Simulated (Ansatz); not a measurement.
SiTe:
```
SiTe
1.0
    5.08115     0.00000     0.00000
    0.00000     5.08115     0.00000
    0.00000     0.00000     4.21957
Si Te
2 2
Direct
  0.00000   0.50000   0.27071
  0.50000   0.00000   0.72929
  0.50000   0.50000   0.00000
  0.00000   0.00000   0.00000
```

Relaxed with r²SCAN+D4. Special points in fractions of this cell's reciprocal vectors: Γ (0.000, 0.000, 0.000); X (0.000, 0.500, 0.000); M (0.500, 0.500, 0.000); Z (0.000, 0.000, 0.500); R (0.000, 0.500, 0.500); A (0.500, 0.500, 0.500).

Q: List the band energies nearest the Fermi level at these points for plane-wave PAW r²SCAN+D4 with spin–orbit coupling (Ansatz code).

A: In eV from the Fermi level; about four levels below and three above (degenerate sets whole), none deeper than 8.9 eV; points with the same levels are listed once.

| k | below | above |
|---|---|---|
| Γ | -1.53 -1.53 -0.52 -0.52 | 0.27 0.27 1.69 1.69 |
| X | -0.63 -0.63 -0.63 -0.63 | 1.59 1.59 1.59 1.59 |
| M | -0.93 -0.93 -0.93 -0.93 | 0.02 0.02 0.02 0.02 |
| Z | -2.40 -2.40 -2.15 -2.15 | 1.00 1.00 1.02 1.02 |
| R | -1.07 -1.07 -1.07 -1.07 | 1.78 1.78 1.78 1.78 |
| A | -3.48 -3.48 -3.48 -3.48 | 0.24 0.24 0.24 0.24 |

Space group P4/nmm. The start of the workflow was typed in or built on a structure type; neither database checked (COD, Materials Project) lists it. Whether it is the stable phase at ambient conditions was not checked. The cell was relaxed with r²SCAN+D4 under the symmetry of its start; whether a distortion lowers the energy is not shown. Its formation energy is positive at this level, so the cell may be metastable or incomplete.

Potentials: the earlier of the program's two PAW sets.
